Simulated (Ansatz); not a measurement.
An Ansatz (a first-principles code) run. Input:

Ansatz 0.2 input:
```yaml
crystal:
  lattice:
    - [2.7025277631, 0.0, 0.0]
    - [0.0, 2.7025277631, 0.0]
    - [0.0, 0.0, 2.7025277631]
  atoms:
    - { symbol: As, position: [0.5, 0.5, 0.5] }
kpoints:
  mp_grid: { grid: [11, 11, 11] }
  band_path:
    path:
      - [[0.0, 0.0, 0.0], [0.0, 0.5, 0.0], [0.5, 0.5, 0.0], [0.0, 0.0, 0.0], [0.5, 0.5, 0.5], [0.0, 0.5, 0.0]]  # Γ-X-M-Γ-R-X
      - [[0.5, 0.5, 0.5], [0.5, 0.5, 0.0]]  # R-M
    npoints: 12
hamiltonian:
  xc: r2scan
  pseudopotentials: { kind: paw }
magnetization: { noncollinear: true, spin_orbit: true }
scf:
  n_extra_bands: 13
  convergence: { dr2_threshold: 0.0000000001 }
  occupations: { method: gaussian, width: 0.05 }
output: { eigenvalues: true }
```

Output (shortened):

```
Pseudopotential: As, paw_fr, valence charge 15
Functional definition: r2SCAN
non-collinear run that drives no moment, with spin-orbit …
Crystal: 1 atoms, lattice volume = 19.738 Å³
Basis set: ecut = 500 eV, 485 PW (Γ), exchange–correlation on 80×80×80 points (64 copies of the dense FFT grid, shifted against one another)
Bands: 28, of which v1, the nominal top of the filled ones, is band 15 counted from 1 (14 counted from 0)
Symmetry: 48 space group operations + 48 with time reversal
k-points: 56 of 1331
Projection manifold: j_resolved (fully-relativistic pseudo-atomic orbitals)
iter 1 solved again at ethr=2.46e-4 eV; its pass at ethr=3.10e-3 eV (dr2=3.69e-2 eV) is discarded
SCF iter   1: F=—  HF=-4861.351441 eV  |F-HF|=—  |Δ(HF+E_count)|=         —  Δρ=1.72e-2  dr2=3.69e-2  dr2_τ=1.77e-4  dr2_m=0.00e0 (ungated)  ethr=2.46e-4  |M|=0.00e0 ∫|m|=0.00e0 μB  |m|>n=0.0e0 m-floor=0.0e0 τ_xc=0.0e0  β_m=0.30  ⟨swp⟩=2.6  Hψ=6308  notcnv=0
preconditioner: auto → none
SCF iter   2: F=—  HF=-4861.378351 eV  |F-HF|=—  |Δ(HF+E_count)|=   2.69e-2  Δρ=1.27e-2  dr2=2.03e-2  dr2_τ=5.87e-5  dr2_m=0.00e0 (ungated)  ethr=2.46e-4  |M|=0.00e0 ∫|m|=0.00e0 μB  |m|>n=0.0e0 m-floor=0.0e0 τ_xc=0.0e0  β_m=0.65  ⟨swp⟩=2.0  Hψ=1156  notcnv=0  defer=2
SCF iter   3: F=—  HF=-4861.388855 eV  |F-HF|=—  |Δ(HF+E_count)|=   1.05e-2  Δρ=8.55e-4  dr2=4.93e-5  dr2_τ=1.43e-6  dr2_m=0.00e0 (ungated)  ethr=1.36e-4  |M|=0.00e0 ∫|m|=0.00e0 μB  |m|>n=0.0e0 m-floor=0.0e0 τ_xc=0.0e0  β_m=0.60  ⟨swp⟩=2.7  Hψ=1263  notcnv=0  defer=2
SCF iter   4: F=—  HF=-4861.388796 eV  |F-HF|=—  |Δ(HF+E_count)|=   5.85e-5  Δρ=2.73e-4  dr2=1.23e-5  dr2_τ=3.47e-8  dr2_m=0.00e0 (ungated)  ethr=3.29e-7  |M|=0.00e0 ∫|m|=0.00e0 μB  |m|>n=0.0e0 m-floor=0.0e0 τ_xc=0.0e0  β_m=0.80  ⟨swp⟩=2.0  Hψ=1199  notcnv=0  defer=2
SCF iter   5: F=—  HF=-4861.388800 eV  |F-HF|=—  |Δ(HF+E_count)|=   3.53e-6  Δρ=8.17e-5  dr2=1.20e-6  dr2_τ=4.47e-9  dr2_m=0.00e0 (ungated)  ethr=8.22e-8  |M|=0.00e0 ∫|m|=0.00e0 μB  |m|>n=0.0e0 m-floor=0.0e0 τ_xc=0.0e0  β_m=0.75  ⟨swp⟩=2.0  Hψ=918  notcnv=0  defer=2
SCF iter   6: F=—  HF=-4861.388799 eV  |F-HF|=—  |Δ(HF+E_count)|=   7.13e-8  Δρ=2.11e-5  dr2=7.37e-8  dr2_τ=1.36e-10  dr2_m=0.00e0 (ungated)  ethr=8.01e-9  |M|=0.00e0 ∫|m|=0.00e0 μB  |m|>n=0.0e0 m-floor=0.0e0 τ_xc=0.0e0  β_m=0.87  ⟨swp⟩=2.1  Hψ=893  notcnv=0  defer=2
SCF iter   7: F=—  HF=-4861.388799 eV  |F-HF|=—  |Δ(HF+E_count)|=   3.13e-8  Δρ=2.23e-6  dr2=9.02e-10  dr2_τ=1.95e-12  dr2_m=0.00e0 (ungated)  ethr=4.91e-10  |M|=0.00e0 ∫|m|=0.00e0 μB  |m|>n=0.0e0 m-floor=0.0e0 τ_xc=0.0e0  β_m=0.92  ⟨swp⟩=2.0  Hψ=884  notcnv=0  defer=2
SCF iter   8: F=-4861.388799 eV  HF=-4861.388799 eV  |F-HF|=0.00e0  |Δ(HF+E_count)|=  2.86e-10  Δρ=1.21e-7  dr2=2.49e-12  dr2_τ=7.73e-15  dr2_m=0.00e0 (ungated)  ethr=1.00e-12  |M|=0.00e0 ∫|m|=0.00e0 μB  |m|>n=0.0e0 m-floor=0.0e0 τ_xc=0.0e0  ⟨swp⟩=3.5  Hψ=1759  notcnv=0
SCF 1 converged in 8 iterations: F = -4861.388799 eV  dr2 = 2.49e-12
NSCF: frozen V_eff on 74 k-points
SCF converged after 8 iterations
Magnetization: |M| = 0.0000 μB,  M = (+0.0000, +0.0000, +0.0000) μB
Absolute magnetization: 0.0000 μB (∫|m|)
  site 0: m = (+0.0000, +0.0000, +0.0000) μB, |m| = 0.0000 μB  (R = 1.11 Å)
Free energy (F): -4861.388799 eV
Harris-Foulkes:  -4861.388799 eV  (|F-HF|=0.00e0)
Internal energy: -4861.387946 eV  (E = F + TS)
E sigma→0 (E₀):  -4861.388373 eV
Entropy (-TS):   -0.000854 eV (-0.854 meV/atom)
Fermi energy:    11.529106 eV
--- Per-component energies (eV) ---
  E_band       = -226.222832
  E_kinetic    = 102.639426
  E_local      = -1547.080830  (includes V_loc(G=0)·N_el)
  E_nonlocal   = -669.801070
  E_hartree    = 873.826664
  E_xc         = -74.226702
  E_vxc        = -84.615129  (∫ρ·V_xc dr)
  E_paw        = -1844.559951  (= ΣΔE_a)
  E_vpaw       = 220.472948  (= ΣTr[D̂ρ^β])
  E_aug_tail   = -0.000007  (compensation charges beyond the density's cutoff)
  E_vtau       = 4.508533  (kinetic-family band-sum trace: ∫τ·v_τ [+ j·A + Jᵃ·Aᵃ] dr)
  E_ewald      = -1700.744325
  E_core_change = -1.441151  (= ΣΔE_core)
  E_smearing   = -0.000854  (= −TS)
  E_closure    = 0.000000  (closes the sum)
  Σ components = -4861.388799   (vs F -4861.388799, Δ=0.00e0)
  [band-id]    e_kinetic+e_local+e_nonlocal+2·e_hartree+e_vxc+e_vpaw+e_augmentation_tail+e_vtau = -226.222802   (vs E_band -226.222832, Δ=2.97e-5)
--- Band table (eV; the first three rows and the last of 56) ---
  k-point 0: bands = ["-25.6330", "-25.6330", "-25.6330", "-25.6330", "-24.9188", "-24.9188", "-24.9188", "-24.9188", "-24.8513", "-24.8513", "-4.1110", "-4.1110", "15.6474", "15.6474", "16.0917", "16.0917", "16.0917", "16.0917", "20.6078", "20.6078", …
  k-point 1: bands = ["-25.6331", "-25.6331", "-25.6304", "-25.6304", "-24.9190", "-24.9190", "-24.9157", "-24.9157", "-24.8528", "-24.8528", "-3.9507", "-3.9507", "14.0802", "14.0802", "15.9523", "15.9523", "16.2348", "16.2348", "20.7520", "20.7520", …
  k-point 2: bands = ["-25.6335", "-25.6335", "-25.6241", "-25.6241", "-24.9194", "-24.9194", "-24.9069", "-24.9069", "-24.8567", "-24.8567", "-3.4767", "-3.4767", "11.1716", "11.1716", "16.3439", "16.3439", "16.6475", "16.6475", "21.1753", "21.1753", …
  k-point 55: bands = ["-25.6061", "-25.6061", "-25.6060", "-25.6060", "-24.9136", "-24.9136", "-24.8492", "-24.8492", "-24.8490", "-24.8490", "5.9875", "5.9875", "9.4138", "9.4138", "9.6839", "9.6839", "10.0419", "10.0419", "17.9836", "17.9836", "18.2417", …
```

Cost: about 17 core-seconds (a rough figure) on shared cores.

Space group Pm-3m. The workflow started from a Materials Project entry (that database holds measured and hypothetical structures alike); the Crystallography Open Database copy checked does not list it. It is not the phase usual at ambient conditions (space group No. 166). Symmetry was held in the r²SCAN relaxation; whether a distortion lowers the energy is not shown.

Potentials: the later of the program's two PAW sets.

Ansatz is a plane-wave DFT program.
